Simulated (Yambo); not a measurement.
RbCdF$_{3}$ (cubic perovskite, space group Pm-3m, No. 221), G0W0@PBEsol in Yambo with this input:

```
rim_cut
gw0
dyson
el_el_corr
HF_and_locXC
ppa
em1d
RandQpts= 1000000
RandGvec= 1 Ry
EXXRLvcs= 102 Ry
VXCRLvcs= 408 Ry
Chimod= "HARTREE"
% BndsRnXp
 9 | 264 |
%
NGsBlkXp= 7 Ry
% LongDrXp
 1.0 | 1.0 | 1.0 |
%
PPAPntXp= 27.2114 eV
% GbndRnge
 1 | 264 |
%
GTermKind= "BG"
DysSolver= "n"
ExtendOut
```

On a 2×2×2 mesh, with wavefunctions cut at 102 Ry, the gap (R → Γ) is 6.208 eV and the valence edge shifts by -1.786 eV.

### Question
What happens with this change: no terminator?

### Answer
The gap falls by 0.182 eV, to 6.026 eV; the shift of the valence edge becomes -1.499 eV. Neither run is shown to be the converged limit.

Spin-orbit coupling is included.

Geometry of the Materials Project entry, not relaxed at this level; primitive cell a = b = c = 4.425 Å, α = β = γ = 90.00°.

The structure is a Materials Project entry; no match was found in the copy of COD used, and its stability was not checked.

A shift is the quasiparticle energy of the state minus its PBEsol energy.
